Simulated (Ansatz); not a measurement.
Relaxed CsPbBr$_{3}$ (cubic perovskite):

```
CELL_PARAMETERS angstrom
      5.93725     0.00000     0.00000
      0.00000     5.93725     0.00000
      0.00000     0.00000     5.93725
ATOMIC_POSITIONS crystal
  Cs 0.00000 0.00000 0.00000
  Pb 0.50000 0.50000 0.50000
  Br 0.00000 0.50000 0.50000
  Br 0.50000 0.50000 0.00000
  Br 0.50000 0.00000 0.50000
```

Scan: atom 4 (Br, nearest neighbour Pb at 2.969 Å; its periodic images, 5.9 Å or more away, move with it) is displaced along Cartesian x, direction (1.000, 0.000, 0.000) in Cartesian axes, by s. The other atoms stay.

Computed with r2SCAN (plane waves to 500 eV, PAW, scalar-relativistic; Ansatz, a quantum-chemistry and plane-wave program). k mesh 5×5×5 (Γ-centred), Fermi-Dirac smearing 0.05 eV. E stands for the smeared free energy. CsPbBr3 was relaxed with its symmetry unable to fall. Spin-orbit coupling is left out, though Pb is heavy. This is a high-temperature form of CsPbBr3. ΔE is measured from the undisplaced structure.

```csv
s (Å),ΔE (meV/cell)
-0.300,withheld
-0.240,7.3
-0.180,4.0
-0.120,1.7
-0.060,0.4
0.000,0.0
0.060,0.4
0.120,1.7
0.180,4.0
0.240,7.3
0.300,withheld
```

Problem. Fit an even polynomial form (powers 2, 4) to the given rows and predict ΔE at s = -0.300.

Solution. Least squares on the 9 given rows: ΔE = (117.4)·s² + (164.3)·s⁴, in meV/cell with s in Å; root-mean-square residual 0.02 meV/cell. At -0.300 the fit gives 11.9 meV/cell; the calculation gives 11.7 meV/cell, so the extrapolation is off by 0.2 (+1.7 %). The quadratic term alone would give 10.6 meV/cell.

(For displaced atoms, the force is minus the slope of the energy, and its curvature is a force constant, which sets phonon frequencies.)
